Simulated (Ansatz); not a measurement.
**SrAg₂Si₂: enthalpy against pressure**

SrAg₂Si₂, I4/mmm, a = 4.334 Å, c = 10.398 Å. The structure is a COD entry; whether it is the stable form wasn't checked. Ansatz: PBEsol, PAW, 420 eV, Γ-centred 12×12×12 mesh on 5 atoms, Gaussian smearing 0.10 eV; no spin polarisation. Cell and atoms are relaxed at each pressure, and no other structure is tried, so the rows at high pressure may lie past a change of phase. y is the enthalpy over the state at zero pressure; there V0 = 19.530 Å³/atom. The pressures are the targets, met within 0.06 GPa.

```
P (GPa) y (eV/atom)
   -2.0      -0.2468
    0.0       0.0000
    2.0       0.2410
    5.0       0.5931
   10.0            ?
   20.0       2.2294
   40.0       4.1995
```

Problem. Fit y = c1 P + c2 P² + c3 P³ to the other rows, say what c1 and c2 mean, and predict the missing value.

Solution. Least squares on the rows shown. y = 0.12167 P − 0.00060323 P² + 4.6562×10⁻⁶ P³. Since dH/dP = V, c1 is V0: 0.12167 eV/GPa × 160.2 = 19.492 Å³ against 19.530; c2 = −V0/(2B0) gives B0 = 101 GPa, where a Birch–Murnaghan fit to the volumes of the same runs (not shown) gives 84 GPa: a cubic over this range folds the higher terms into c2. At P = 10.0 the fit asked for gives 1.1610 eV/atom. The run gave 1.1588 eV/atom, so the fit is 0.0022 eV/atom too high, 0.049 % of the span of the series, against an rms of 0.0006 eV/atom on the fitted rows. With a term in P⁴ added, a fit to the same known rows predicts 1.1584 eV/atom, so most of the miss is curvature that the known rows already hold.